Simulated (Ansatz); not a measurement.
NbAs:
```yaml
crystal:
  lattice:
    - [-1.72860, 1.72860, 5.88219]
    - [1.72860, -1.72860, 5.88219]
    - [1.72860, 1.72860, -5.88219]
  atoms:
    - { symbol: Nb, position: [0.99962, 0.99962, 0.00000] }
    - { symbol: Nb, position: [0.74962, 0.24962, 0.50000] }
    - { symbol: As, position: [0.41738, 0.41738, 0.00000] }
    - { symbol: As, position: [0.16738, 0.66738, 0.50000] }
```

Relaxed with r²SCAN.

Task: Give the Bader charges and basin volumes of the independent atoms, r²SCAN in the plane-wave PAW code Ansatz.

Result: 

```csv
atom,Bader charge (e),Bader volume (Å³)
Nb1,+1.12,15.1
As3,-1.12,20.1
```

Space group I4_1md. The r²SCAN relaxation kept the symmetry of its start. No spin polarisation was allowed.

Potentials: the earlier of the program's two PAW sets.
